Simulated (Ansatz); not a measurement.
Starting cell, Ti (hcp, Mg type):

```
Ti
1.0
    5.87827     0.00000     0.00000
   -1.46957     2.54537     0.00000
    2.93914     0.00000     4.65010
Ti
4
Direct
  0.79167   0.66667   0.75000
  0.29167   0.66667   0.75000
  0.20833   0.33333   0.25000
  0.70833   0.33333   0.25000
```

The atoms are displaced by Q × the pattern below (from a DFPT mode at L = (0.5, 0.0, 0.5), largest move 1; Q in Å), at fixed cell. It is one choice among 2 degenerate patterns. (q is in reciprocal vectors of the primitive cell; the cell shown is doubled to hold the pattern.)

```json
[
 {"atom": "Ti1", "x": "-0.500", "y": "0.866", "z": "0.000"},
 {"atom": "Ti2", "x": "0.500", "y": "-0.866", "z": "0.000"}
]
```

Atoms not listed stay in place.

Level of theory: PBE (plane waves to 420 eV, PAW, scalar-relativistic; Ansatz, a quantum-chemistry and plane-wave program). k mesh 18×18×18 (Γ-centred), Fermi-Dirac smearing 0.05 eV. With partly filled bands, energies and forces of such displacements shift with the k mesh and the smearing. Ti is run without spin polarisation. Ti was relaxed with its symmetry unable to fall. 

| Q (Å) | −dE/dQ from forces (eV/Å) |
|---|---|
| -0.280 | 2.458 |
| -0.233 | 2.256 |
| -0.187 | 1.908 |
| -0.140 | 1.478 |
| -0.093 | 1.013 |
| -0.047 | 0.519 |
| 0.000 | 0.000 |
| 0.047 | -0.519 |
| 0.093 | -1.013 |
| 0.140 | -1.478 |
| 0.187 | -1.908 |
| 0.233 | -2.256 |
| 0.280 | -2.458 |

**Question.** What harmonic wavenumber does the curvature at Q = 0 give?

**Answer.** 178 cm⁻¹. E″ = 11.21 eV/Å², M = Σ mᵢ|uᵢ|² = 95.7 u, ν̃ = 521.5·√(|E″|/M).

(For displaced atoms, the force is minus the slope of the energy, and its curvature is a force constant, which sets phonon frequencies.)
